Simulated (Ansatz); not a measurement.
One crystal and one scan (energy against volume) at two levels, PBE (plane waves to 420 eV, PAW, scalar-relativistic; Ansatz, a first-principles code) and PBEsol (plane waves to 420 eV, PAW, scalar-relativistic; Ansatz), each from its own relaxed cell and on its own mesh.

The crystal is SiO₂ (rutile); the cell is scaled evenly about its relaxed volume V₀.

E stands for the smeared free energy. SiO2 was relaxed with its symmetry unable to fall. The PAW data are Ansatz's earlier set. With the shape held, the modulus is that of even scaling; a crystal free to change shape is softer. Both scans cover V/V₀ from 0.840 to 1.160.

```json
[
 {"quantity": "Lattice constant a (Å)", "run 1": "4.195", "run 2": "4.236"},
 {"quantity": "Lattice constant c (Å)", "run 1": "2.678", "run 2": "2.690"},
 {"quantity": "Relaxed volume (Å³/atom)", "run 1": "7.85", "run 2": "8.04"},
 {"quantity": "Pressure at the smallest volume (GPa)", "run 1": "76.1", "run 2": "71.1"},
 {"quantity": "Energy cost of the largest compression (meV/atom)", "run 1": "256.0", "run 2": "244.6"},
 {"quantity": "Energy cost of the largest expansion (meV/atom)", "run 1": "143.0", "run 2": "135.5"},
 {"quantity": "Bulk modulus at fixed cell shape B₀ (third-order Birch-Murnaghan fit) (GPa)", "run 1": "297.9", "run 2": "276.7"},
 {"quantity": "Pressure for 5 % compression (fit) (GPa)", "run 1": "17.1", "run 2": "15.9"}
]
```

### Question
Which run is which level?

### Answer
Run 2 is PBE, run 1 is PBEsol. PBE gives the higher value for: lattice constant a; lattice constant c; relaxed volume. PBE gives the lower value for: pressure at the smallest volume; energy cost of the largest compression; energy cost of the largest expansion; bulk modulus at fixed cell shape B₀; pressure for 5 % compression.

(Under strain, the slope of the energy per volume gives the stress and its curvature an elastic modulus.)
